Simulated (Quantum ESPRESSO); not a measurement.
```yaml
crystal:
  lattice:
    - [0.00000, 3.54243, 3.54243]
    - [3.54243, 0.00000, 3.54243]
    - [3.54243, 3.54243, 0.00000]
  atoms:
    - { symbol: K, position: [0.00000, 0.00000, 0.00000] }
    - { symbol: I, position: [0.50000, 0.50000, 0.50000] }
```
The cell comes from the Materials Project (a computed structure). It is KI in Fm-3m. Stability against distortions was not tested.

With PBE (σ by GIPAW in a modified build of Quantum ESPRESSO; JTH PAW datasets, 20 Ha):

```
quantity          PBE
-------------  ------
σ_iso K (ppm)  1142.8
σ_iso I (ppm)  4867.0
```

Shieldings are absolute and leave out the bulk-susceptibility term; a larger σ means a smaller chemical shift. In our sweeps, cutoffs and meshes of this size left a few ppm, and up to some 20 ppm on atoms from Zn on. Spin–orbit coupling is left out; its weight grows with the heaviest atom, I here. No d partial waves on I: the paramagnetic term there is incompletely reconstructed.

Task: What does the LDA, on its own JTH datasets and the same geometry, give?

Result: 
| quantity | LDA | LDA − PBE |
|---|---|---|
| σ_iso K (ppm) | 1117.9 | -24.9 |
| σ_iso I (ppm) | 4720.1 | -147.0 |
